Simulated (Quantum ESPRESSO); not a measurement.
Zr₂NbAl₃PdRh (simulated cell), Zr₂ScAl₂Ga₂Pd (simulated cell), Zr₂ScAlGa₂PdAu (simulated cell) (calculated)

Calculation on a made-up metal alloy cell, not a measurement: no spin or spin-orbit, unrelaxed, 2900 K smearing, stress positive in tension, cell energy less fitted offsets; periodic Kohn-Sham density functional theory in plane waves with PseudoDojo standard norm-conserving scalar-relativistic pseudopotentials, each functional with its own files (v0.5 for PBE, v0.4.1 for LDA and PBEsol), eight atoms on drawn sites of a strained close-packed or body-centred lattice, each displaced and held fixed; the energy is the cell's free energy, ions and the entropy term -TS included, at the stated Fermi-Dirac width, less a fixed offset for each atom's element (shifted free energy); compositions with an open d shell lost a parallel starting moment in a cheaper test run, and other magnetic orders were not tried; an error bar is the largest change of its kind in a tighter rerun, never given below 0.002 eV, 0.02 GPa or 0.003 eV/angstrom, and covers cutoff and k-mesh only, not smearing or the files. Program: Quantum ESPRESSO 7.5.

Settings shared by all entries: functional pbe; cutoff 1197 eV; fermi dirac smearing 0.25 eV; electrons removed 0; run command mpirun -np 4 pw.x -nk 4 -in in.

Notes on all entries: a spin test at this wide smearing found no moment, but such smearing suppresses magnetism that the real alloy may have; lattice, volume and sites are drawn at random and may be unstable or far from any real phase; energies are for the whole cell, less offsets fitted to these runs, so they are not formation energies.

(1) 
```cif
# cell vector a (Å): 2.9660 -0.0071 0.0056
# cell vector b (Å): -0.0122 5.1642 0.0262
# cell vector c (Å): 0.0186 0.0499 9.9043
data_Zr2NbAl3PdRh
_symmetry_space_group_name_H-M 'P 1'
_symmetry_Int_Tables_number 1
_cell_length_a 2.9660
_cell_length_b 5.1643
_cell_length_c 9.9044
_cell_angle_alpha 89.421
_cell_angle_beta 89.785
_cell_angle_gamma 90.272
_cell_volume 151.70
loop_
_atom_site_label
_atom_site_type_symbol
_atom_site_fract_x
_atom_site_fract_y
_atom_site_fract_z
_atom_site_occupancy
Al1 Al 0.99833 0.00104 0.99251 1
Nb1 Nb 0.00035 0.00125 0.50378 1
Al2 Al 0.99012 0.32633 0.25214 1
Zr1 Zr 0.00286 0.33263 0.74614 1
Pd1 Pd 0.50893 0.49316 0.00688 1
Al3 Al 0.51862 0.49730 0.49720 1
Zr2 Zr 0.49137 0.84128 0.25541 1
Rh1 Rh 0.50286 0.83398 0.74626 1
_calc_lattice_type 'hexagonal close-packed'
_calc_run_processor 'Intel Xeon, 2023 or later, virtual cores'
_calc_k_mesh '8 x 5 x 3 shifted half a step off Gamma on each axis'
_calc_entropy_term_negative_ts -1.305  # eV
_calc_pressure -8.26  # GPa
_calc_stress_xx 5.41  # GPa
_calc_stress_yy 10.41  # GPa
_calc_stress_zz 8.97  # GPa
_calc_stress_yz 1.93  # GPa
_calc_stress_xz -0.06114  # GPa
_calc_stress_xy -0.0207  # GPa
_calc_shifted_free_energy -1.561  # eV
```

Atoms:
```tsv
atoms element	atom site	atom energy offset (eV)
Al	1	-63.26
Nb	2	-1694.67
Al	3	-63.26
Zr	4	-1377.61
Pd	5	-3687.45
Al	6	-63.26
Zr	7	-1377.61
Rh	8	-3191.96
```

Forces:
```tsv
site	x (eV/Å)	y (eV/Å)	z (eV/Å)
1	-0.009	-0.539	-0.441
2	0.082	-0.292	0.82
3	0.037	0.418	-0.464
4	0.042	0.658	0.325
5	-0.009	-0.249	0.164
6	-0.128	0.173	0.118
7	-0.021	-0.188	-0.664
8	0.007	0.019	0.141
```

Notes: error bars: energy 0.0038 eV, stress 0.038 GPa, force 0.0095 eV/Å, from a tighter rerun of a related cell, whose elements or sites may differ; 20 SCF iterations, 228 s of wall time on a shared machine.

(2) 
```cif
# cell vector a (Å): -0.0347 4.3985 -0.0025
# cell vector b (Å): -4.3201 0.0372 -4.2283
# cell vector c (Å): -4.3570 0.0322 4.2652
data_Zr2ScAl2Ga2Pd
_symmetry_space_group_name_H-M 'P 1'
_symmetry_Int_Tables_number 1
_cell_length_a 4.3986
_cell_length_b 6.0451
_cell_length_c 6.0972
_cell_angle_alpha 88.773
_cell_angle_beta 89.397
_cell_angle_gamma 89.302
_cell_volume 162.07
loop_
_atom_site_label
_atom_site_type_symbol
_atom_site_fract_x
_atom_site_fract_y
_atom_site_fract_z
_atom_site_occupancy
Ga1 Ga 0.99236 0.98714 0.01529 1
Al1 Al 0.96108 0.00589 0.48685 1
Al2 Al 0.01157 0.50964 0.00810 1
Sc1 Sc 0.99275 0.50476 0.50717 1
Ga2 Ga 0.51268 0.25560 0.24429 1
Zr1 Zr 0.50831 0.24505 0.74815 1
Zr2 Zr 0.50127 0.74000 0.27460 1
Pd1 Pd 0.49161 0.76405 0.73018 1
_calc_lattice_type 'face-centred cubic'
_calc_run_processor 'AMD EPYC, Zen 5, virtual cores'
_calc_k_mesh '5 x 4 x 4 shifted half a step off Gamma on each axis'
_calc_shifted_free_energy ?
_calc_stress_xy ?
```

Atoms:
```tsv
atoms element	atom site	atom energy offset (eV)
Ga	1	-2081.03
Al	2	-63.26
Al	3	-63.26
Sc	4	-1317.21
Ga	5	-2081.03
Zr	6	-1377.61
Zr	7	-1377.61
Pd	8	-3687.45
```

Notes: error bars: energy 0.0023 eV, stress 0.02 GPa, force 0.0064 eV/Å, from a tighter rerun of a related cell, whose elements or sites may differ; 17 SCF iterations, 112 s of wall time on a shared machine.

(3) 
```cif
# cell vector a (Å): -0.0347 4.3985 -0.0025
# cell vector b (Å): -4.3201 0.0372 -4.2283
# cell vector c (Å): -4.3570 0.0322 4.2652
data_Zr2ScAlGa2PdAu
_symmetry_space_group_name_H-M 'P 1'
_symmetry_Int_Tables_number 1
_cell_length_a 4.3986
_cell_length_b 6.0451
_cell_length_c 6.0972
_cell_angle_alpha 88.773
_cell_angle_beta 89.397
_cell_angle_gamma 89.302
_cell_volume 162.07
loop_
_atom_site_label
_atom_site_type_symbol
_atom_site_fract_x
_atom_site_fract_y
_atom_site_fract_z
_atom_site_occupancy
Ga1 Ga 0.99236 0.98714 0.01529 1
Au1 Au 0.96108 0.00589 0.48685 1
Al1 Al 0.01157 0.50964 0.00810 1
Sc1 Sc 0.99275 0.50476 0.50717 1
Ga2 Ga 0.51268 0.25560 0.24429 1
Zr1 Zr 0.50831 0.24505 0.74815 1
Zr2 Zr 0.50127 0.74000 0.27460 1
Pd1 Pd 0.49161 0.76405 0.73018 1
_calc_lattice_type 'face-centred cubic'
_calc_run_processor 'AMD EPYC, Zen 5, virtual cores'
_calc_k_mesh '5 x 4 x 4 shifted half a step off Gamma on each axis'
_calc_stress_yz ?
_calc_stress_xx ?
```

Atoms:
```tsv
atoms element	atom site	atom energy offset (eV)
Ga	1	-2081.03
Au	2	-4032.82
Al	3	-63.26
Sc	4	-1317.21
Ga	5	-2081.03
Zr	6	-1377.61
Zr	7	-1377.61
Pd	8	-3687.45
```

Notes: heavy elements are run without spin-orbit coupling, which real alloys of them have; error bars: energy 0.0023 eV, stress 0.02 GPa, force 0.0064 eV/Å, from a tighter rerun of a related cell, whose elements or sites may differ; 17 SCF iterations, 135 s of wall time on a shared machine.

## Withheld values
1. Give the missing shifted free energy for Zr₂ScAl₂Ga₂Pd (simulated cell) (entry 2).
2. Give the missing stress xy for Zr₂ScAl₂Ga₂Pd (simulated cell) (entry 2).
3. Give the table of forces values for Zr₂ScAl₂Ga₂Pd (simulated cell) (entry 2).
4. Zr₂ScAlGa₂PdAu (simulated cell) (entry 3): stress yz?
5. Estimate the stress xx of Zr₂ScAlGa₂PdAu (simulated cell) (entry 3).
6. Give the table of forces values for Zr₂ScAlGa₂PdAu (simulated cell) (entry 3).

Answers
1. -1.786 eV
2. -0.32 GPa
3. 
Forces:
```tsv
site	x (eV/Å)	y (eV/Å)	z (eV/Å)
1	0.417	0.148	-0.3
2	-0.33	0.662	0.614
3	0.292	-0.047	-0.309
4	-0.31	0.29	0.326
5	-0.319	-0.175	0.107
6	-0.188	-0.499	1.057
7	0.511	-0.413	-1.926
8	-0.072	0.035	0.431
```
4. 0.21 GPa
5. 8.44 GPa
6. 
Forces:
```tsv
site	x (eV/Å)	y (eV/Å)	z (eV/Å)
1	0.358	0.19	-0.317
2	-0.245	0.564	0.044
3	0.271	-0.059	-0.362
4	-0.353	0.291	0.204
5	-0.288	-0.174	0.05
6	-0.394	-0.355	1.143
7	0.581	-0.305	-1.599
8	0.069	-0.152	0.837
```

Further results for Zr₂ScAl₂Ga₂Pd (simulated cell) (entry 2):

| Property | Result |
| --- | --- |
| entropy term negative ts | -1.183 eV |
| pressure | -7.05 GPa |
| stress xx | 7.6 GPa |
| stress yy | 9.02 GPa |
| stress zz | 4.52 GPa |
| stress yz | -0.18 GPa |
| stress xz | -0.23 GPa |

Further results for Zr₂ScAlGa₂PdAu (simulated cell) (entry 3):

| Quantity | Value |
| --- | --- |
| entropy term negative ts | -1.263 eV |
| pressure | -6.73 GPa |
| stress yy | 7.09 GPa |
| stress zz | 4.65 GPa |
| stress xz | 0.39 GPa |
| stress xy | -0.25 GPa |
| shifted free energy | -2.048 eV |
